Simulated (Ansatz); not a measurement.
Al₂Mo₃C:
```
CELL_PARAMETERS angstrom
      6.85233     0.00000     0.00000
      0.00000     6.85233     0.00000
      0.00000     0.00000     6.85233
ATOMIC_POSITIONS crystal
  Al 0.56679 0.43321 0.93321
  Al 0.81679 0.31679 0.18321
  Al 0.93321 0.56679 0.43321
  Al 0.68321 0.68321 0.68321
  Al 0.06679 0.06679 0.06679
  Al 0.31679 0.18321 0.81679
  Al 0.43321 0.93321 0.56679
  Al 0.18321 0.81679 0.31679
  Mo 0.62500 0.29845 0.54845
  Mo 0.95155 0.37500 0.79845
  Mo 0.87500 0.70155 0.04845
  Mo 0.54845 0.62500 0.29845
  Mo 0.12500 0.20155 0.45155
  Mo 0.45155 0.12500 0.20155
  Mo 0.37500 0.79845 0.95155
  Mo 0.04845 0.87500 0.70155
  Mo 0.79845 0.95155 0.37500
  Mo 0.29845 0.54845 0.62500
  Mo 0.20155 0.45155 0.12500
  Mo 0.70155 0.04845 0.87500
  C  0.87500 0.12500 0.62500
  C  0.12500 0.62500 0.87500
  C  0.62500 0.87500 0.12500
  C  0.37500 0.37500 0.37500
```

Relaxed with r²SCAN. Special points in fractions of this cell's reciprocal vectors: Γ (0.000, 0.000, 0.000); X (0.000, 0.500, 0.000); M (0.500, 0.500, 0.000); R (0.500, 0.500, 0.500).

### Question
List the band energies nearest the Fermi level at these points for plane-wave PAW r²SCAN with spin–orbit coupling (Ansatz code).

### Answer
In eV from the Fermi level; about four levels below and three above (degenerate sets whole), none deeper than 8.9 eV; points with the same levels are listed once.

| k | below | above |
|---|---|---|
| Γ | -0.38 -0.38 -0.23 -0.23 | 0.20 0.20 0.20 0.20 |
| X | -0.28 -0.28 -0.21 -0.21 | 0.04 0.04 0.05 0.05 |
| M | -0.07 -0.07 -0.07 -0.07 | 0.01 0.01 0.01 0.01 |
| R | -0.48 -0.48 -0.48 -0.48 -0.48 -0.48 | 0.40 0.40 0.40 0.40 0.40 0.40 |

Space group P4_132. The first step of the workflow began from a Materials Project structure, measured or hypothetical; the Crystallography Open Database copy checked does not list it. Whether it is the stable phase at ambient conditions was not checked. The cell was relaxed with r²SCAN under the symmetry of its start; whether a distortion lowers the energy is not shown. No spin polarisation was allowed.

Potentials: the later of the program's two PAW sets.
